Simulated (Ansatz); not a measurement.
InGaN2 in space group P3m1 (No. 156; In on 1a, Ga on 1c, N on 1c, N on 1a), PBEsol (plane waves, PAW; program Ansatz). The conduction-band minimum lies at Γ, with 1 equivalent valley. Second derivatives d²E/dk² of the lowest band at one valley (eV·Å²), along Cartesian directions:

| direction | d²E/dk² |
|---|---|
| [100] | 164.7 |
| [010] | 164.7 |
| [001] | 115.7 |
| [110] | 164.7 |
| [101] | 140.3 |
| [011] | 140.3 |

Problem. Find the principal effective masses, the density-of-states mass and the conductivity mass.

Solution. Off-diagonal terms follow from H_xy = H[110] − (H_xx + H_yy)/2, and m*/mₑ = 7.620 eV·Å² over each eigenvalue: 0.046, 0.046, 0.066. One valley's DOS mass (m₁m₂m₃)^(1/3) = 0.052, conductivity mass 3/(Σ 1/mᵢ) = 0.051 mₑ.

Problem. What effective density of states Nc follows at 300 K for parabolic valleys?

Solution. Nc = 2.509e19 × 1 × (0.052)^(3/2) ≈ 3.0e17 cm⁻³.

The first step of the workflow began from a Materials Project structure, measured or hypothetical; the Crystallography Open Database copy checked does not list it. With In and Ga taken as one species the cell has the higher symmetry P6_3mc, so it may be an ordered model of a mixed-site phase. Its standing as an ambient phase is unchecked. The cell was relaxed with PBEsol under the symmetry of its start; of distortions, only those at the zone centre were tested. Scalar-relativistic: spin–orbit coupling is off unless named, which matters more the heavier the elements.

Potentials: the later of the program's two PAW sets.

Edges and masses are those of Kohn–Sham bands, whose gap is no quasiparticle gap.
